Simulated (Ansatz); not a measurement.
**K2BAs2: reading a single point**

```
K B As
1.0
     0.00000    0.00000    6.40388
     6.49972   -3.43666    3.20194
     6.49972    3.43666   -3.20194
K B As
4 2 4
Direct
  0.33700 0.01860 0.69260
  0.66300 0.98140 0.30740
  0.16300 0.69260 0.01860
  0.83700 0.30740 0.98140
  0.25000 0.50000 0.50000
  0.75000 0.50000 0.50000
  0.32690 0.77610 0.42990
  0.67310 0.22390 0.57010
  0.17310 0.42990 0.77610
  0.82690 0.57010 0.22390
```

Method: r2SCAN, no spin polarisation; PAW, plane waves to 500 eV, 6×6×6 Γ-centred mesh, fermi-dirac occupations (width 0.1 eV) (Ansatz 0.2.0), atoms fixed.

(1) What does the stress say?

(2) Where is the largest force?

(3) What is the formation energy?

(4) Is there a gap?

(5) Which element gives electrons and which takes them?

(6) What do density and ELF say about some of the short contacts?

Origin: a known structure type with other elements, at an estimated volume, so it need not be a known compound. Caveats: many states at the Fermi level without spin polarisation, so a magnetic state may lie lower; atoms or cell far from equilibrium.

Results:

(1) The pressure is -5.5 GPa (compression positive), so with the atoms held at these fractions the cell would first shrink; the forces are large, so a full relaxation may end otherwise. The principal stresses -7.4, -4.7, -4.5 GPa differ, so its shape would change too.

(2) The largest is on As7 (and as large on other atoms): 2.57 eV/Å, components (-1.98, 1.64, 0.00). It makes 42° with the line to a nearest neighbour, B5 at 2.40 Å, pointing towards it.

(3) -0.02 eV an atom against the elements' usual phases (free molecules for gases, crystals otherwise, with no correction for O₂ or N₂), too near zero to call. Relaxing would lower it.

(4) It is a metal, with about 8.4 states/eV a cell as the mean within 0.25 eV of the Fermi level, mostly As p (93 %).

(5) Bader charges in e: K +0.77, B -0.03, As -0.76. In the mean K gives up most and As takes most.

(6) B–As at 2.40 Å: least valence density 0.44 e/Å³ and ELF 0.84 there. K–As at 3.28 Å: least valence density 0.09 e/Å³ and ELF 0.06 there. K–B at 3.38 Å: least valence density 0.05 e/Å³ and ELF 0.02 there. Both are smooth PAW fields, read partly inside the augmentation spheres.
